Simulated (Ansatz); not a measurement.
Here is the system:

Relaxed ZrB$_{2}$ (AlB2 type, space group P6/mmm):

```
ZrB2
1.0
    6.33540     0.00000     0.00000
   -1.58385     2.74331     0.00000
    0.00000     0.00000     3.55026
Zr B
2 4
Cartesian
  0.00000   0.00000   0.00000
  3.16770   0.00000   0.00000
  0.00000   1.82887   1.77513
  3.16770   1.82887   1.77513
  1.58385   0.91444   1.77513
  4.75155   0.91444   1.77513
```

Scan: atom 2 (Zr, nearest neighbour B at 2.549 Å; its periodic images, 3.2 Å or more away, move with it) is displaced along Cartesian [110], direction (0.707, 0.707, 0.000) in Cartesian axes, by s. The other atoms stay.

Level of theory: r2SCAN (plane waves to 500 eV, PAW, scalar-relativistic; Ansatz, a first-principles code). k mesh 7×14×11 (Γ-centred), Fermi-Dirac smearing 0.05 eV. Energies are smeared free energies. With partly filled bands, energies and forces of such displacements shift with the k mesh and the smearing. ZrB2 is run without spin polarisation. ZrB2 was relaxed with its symmetry unable to fall. The zero of ΔE is the undisplaced structure.

The scan covers s from -0.250 to 0.250 Å in 11 points.

Question: Is the energy the same for equal positive and negative displacements?

Answer: Even: the same for both signs. With its periodic images moving along, the atom's site symmetry in this cell is mmm.

Question: What is the force constant k = d²E/ds² of this move at s = 0?

Answer: 21.0 eV/Å².

(A displaced cell: forces are minus the slopes of the energy, force constants its curvatures, and phonons follow from these.)
